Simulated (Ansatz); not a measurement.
Al2Ru:
```xyz
3
Lattice="-1.5609 1.5609 4.2224 1.5609 -1.5609 4.2224 1.5609 1.5609 -4.2224" Properties=species:S:1:pos:R:3 pbc="T T T"
Al     0.0000     0.0000     5.5659
Al     0.0000     0.0000     2.8789
Ru     0.0000     0.0000     0.0000
```

Relaxed with r²SCAN.

Map the valence electron density (e/Å³), cut off at 0.8 on the plane through (0.659, 0.659, 0.000) spanned by u = [1, 1, 0] and v = [1, -1, 0] in lattice vectors, from plane-wave PAW r²SCAN (Ansatz code).

x is the fraction of u, y of v (the angle between them is 90°; rows are the nearest grid lines); atoms in the plane: Al at (0.00, 0.00), Al at (0.50, 0.50), Al at (0.18, 0.50), Al at (0.68, 0.00), Ru at (0.34, 0.00), Ru at (0.84, 0.50).
```
y \ x   0.000  0.100  0.175  0.275  0.375  0.450  0.550  0.625  0.725  0.825  0.900   1.00
------  -----  -----  -----  -----  -----  -----  -----  -----  -----  -----  -----  -----
1.00    0.055  0.245  0.306  0.800  0.800  0.800  0.282  0.096  0.069  0.246  0.216  0.055
0.909   0.073  0.245  0.287  0.800  0.800  0.681  0.265  0.136  0.115  0.251  0.245  0.073
0.864   0.130  0.239  0.271  0.800  0.800  0.522  0.249  0.181  0.188  0.265  0.270  0.130
0.773   0.248  0.223  0.253  0.491  0.640  0.338  0.229  0.225  0.292  0.395  0.360  0.248
0.682   0.266  0.226  0.204  0.299  0.300  0.265  0.211  0.235  0.371  0.800  0.800  0.266
0.636   0.281  0.222  0.128  0.267  0.269  0.202  0.169  0.248  0.456  0.800  0.800  0.281
0.545   0.312  0.193  0.061  0.210  0.246  0.088  0.089  0.275  0.664  0.800  0.800  0.312
0.455   0.312  0.193  0.061  0.210  0.246  0.088  0.089  0.275  0.664  0.800  0.800  0.312
0.364   0.281  0.222  0.128  0.267  0.269  0.202  0.169  0.248  0.456  0.800  0.800  0.281
0.318   0.266  0.226  0.204  0.299  0.300  0.265  0.211  0.235  0.371  0.800  0.800  0.266
0.227   0.248  0.223  0.253  0.491  0.640  0.338  0.229  0.225  0.292  0.395  0.360  0.248
0.136   0.130  0.239  0.271  0.800  0.800  0.522  0.249  0.181  0.188  0.265  0.270  0.130
0.0909  0.073  0.245  0.287  0.800  0.800  0.681  0.265  0.136  0.115  0.251  0.245  0.073
0.000   0.055  0.245  0.306  0.800  0.800  0.800  0.282  0.096  0.069  0.246  0.216  0.055
```

The density is the valence pseudo-density with augmentation charge, so density and ELF within about 1 Å of a nucleus are not all-electron values.

Space group I4/mmm (MoSi2 or CaC2 type). The first step of the workflow began from a Materials Project structure, measured or hypothetical; the Crystallography Open Database copy checked does not list it. With Al and Ru taken as one species the cell has the higher symmetry I4/mmm, so it may be an ordered model of a mixed-site phase. Whether it is the stable phase at ambient conditions was not checked. Symmetry was held in the r²SCAN relaxation; of distortions, only those at the zone centre were tested. The run is not spin-polarised.

Potentials: the later of the program's two PAW sets.
